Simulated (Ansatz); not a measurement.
A short materials screen. A thin piezoelectric film on a fast substrate raises the frequency that a given finger pitch reaches and keeps the wave at the surface.

The reference row is 4H-SiC. Isotropic (polycrystal) averages. Wavelength 0.8 μm (twice a pitch of 0.4 μm); target 2 GHz. All rows have a gap at this level.

Methods, by column (Ansatz, a plane-wave PAW program): v_l, v_t: r²SCAN, elastic tensor, Hill average; density: r²SCAN, relaxed cell.

Started from generated or typed cells, with no claim that the phase is known: Al2O3 (bixbyite). Runs started from generated or typed cells of the structure named: 4H-SiC; TiO2; MgO. No claim is made that these are known or stable phases: InGaP2 (R3m, hR4); Mg2ZnO3 (P-3m1, hP6). Over 15 meV/atom above the lowest phase of their formula at hand: Al2O3 (bixbyite) (40 meV/atom, r²SCAN), polar orthorhombic HfO2 (21 meV/atom, r²SCAN). Spin–orbit coupling is left out unless named.

| crystal | v_l (km/s) | v_t (km/s) | density (g/cm³) |
|---|---|---|---|
| 4H-SiC, reference | 12.43 | 7.92 | 3.22 |
| α-quartz SiO2 | 6.07 | 4.09 | 2.64 |
| TiO2 (anatase) | 8.52 | 4.00 | 3.88 |
| Al2O3 (bixbyite) | 10.48 | 6.07 | 3.86 |
| polar orthorhombic HfO2 (Pca2₁) | 6.03 | 3.37 | 10.47 |
| InGaP2 (R3m, hR4) | 5.45 | 3.10 | 4.45 |
| Mg2ZnO3 (P-3m1, hP6) | 8.12 | 4.68 | 4.75 |
| ZnSnN2 (Pna2₁) | 6.12 | 3.28 | 6.54 |
| HfSiO4 (I4₁/amd) | 7.49 | 4.06 | 6.95 |
| MgO (rock salt) | 9.82 | 6.12 | 3.60 |

Definitions used: ν = (v_l² − 2v_t²)/(2(v_l² − v_t²)); v_R ≈ v_t (0.87 + 1.12ν)/(1 + ν); f = v_R/wavelength; pitch = v_R/2f.

Q: From the table, find Poisson ratio, Rayleigh speed, frequency and pitch for the target for polar orthorhombic HfO2.

A: 
- ν = (6.03² − 2 × 3.37²)/(2 × (6.03² − 3.37²)) = 0.273
- v_R = 3.37 × (0.87 + 1.12 × 0.273)/(1 + 0.273) = 3.113 km/s
- f = 3.113/0.8 = 3.89 GHz
- pitch for the target: 500 × 3.113/2 = 778 nm

Q: Rank all rows by Rayleigh speed, highest first.

A: The same steps for every row:

| crystal | Poisson ratio | Rayleigh speed (km/s) | frequency (GHz) | pitch for the target (nm) |
|---|---|---|---|---|
| 4H-SiC, reference | 0.158 | 7.161 | 8.95 | 1790 |
| α-quartz SiO2 | 0.084 | 3.638 | 4.55 | 910 |
| TiO2 (anatase) | 0.359 | 3.744 | 4.68 | 936 |
| Al2O3 (bixbyite) | 0.248 | 5.582 | 6.98 | 1400 |
| polar orthorhombic HfO2 (Pca2₁) | 0.273 | 3.113 | 3.89 | 778 |
| InGaP2 (R3m, hR4) | 0.261 | 2.857 | 3.57 | 714 |
| Mg2ZnO3 (P-3m1, hP6) | 0.251 | 4.306 | 5.38 | 1080 |
| ZnSnN2 (Pna2₁) | 0.299 | 3.042 | 3.80 | 761 |
| HfSiO4 (I4₁/amd) | 0.292 | 3.762 | 4.70 | 941 |
| MgO (rock salt) | 0.182 | 5.560 | 6.95 | 1390 |

In order of Rayleigh speed, highest first: 4H-SiC (7.161 ± 0.27), Al2O3 (bixbyite) (5.582 ± 0.22) ≈ MgO (5.560 ± 0.22), Mg2ZnO3 (P-3m1, hP6) (4.306 ± 0.17), HfSiO4 (3.762 ± 0.15) ≈ TiO2 (3.744 ± 0.15) ≈ α-quartz SiO2 (3.638 ± 0.14), polar orthorhombic HfO2 (3.113 ± 0.13) ≈ ZnSnN2 (3.042 ± 0.12), InGaP2 (R3m, hR4) (2.857 ± 0.11). The ± follows from allowances picked for this note (v_l 3 %, v_t 3 %, 3 % for the model), carried to first order and added in quadrature; ≈ joins neighbours closer than their two ± added in quadrature. 0 of the 9 others clearly beat the reference on this figure.

Q: How does Rayleigh speed go with density in this set, and what is the usual reason?

A: The usual expectation is that Rayleigh speed falls with density (speed goes as √(modulus/density), and light-element solids have the best ratio). These rows show that weakly (rank correlation −0.47 over 10 rows).

Single-crystal speeds depend on cut and direction, and the film changes the speed. Where several phases of a formula are at hand, those over 0.1 eV/atom above the lowest were not drawn (by r²SCAN where it compared them, else by the largest value; a layered or molecular lowest phase counts only with a dispersion term); other phases could lie lower still. The rows are a sample of crystals with v_t over 3 km/s, picked without regard to agreement with measurement. Limits of the draw: gap over 0.3 eV, v_l over 1.45 v_t, v_t over 3 km/s; for moduli and speeds, an anisotropy index under 2.5, no layered crystals; no unfamiliar magnets, and cubic perovskites only if shown or known to be stable. As a rule kept out of such tables: 4f compounds, open-shell compounds run without a Hubbard term, cells found unstable in the tests at hand, cells close to a higher symmetry, and runs set to a pressure or over 12 % in volume from the crystal's fullest run.
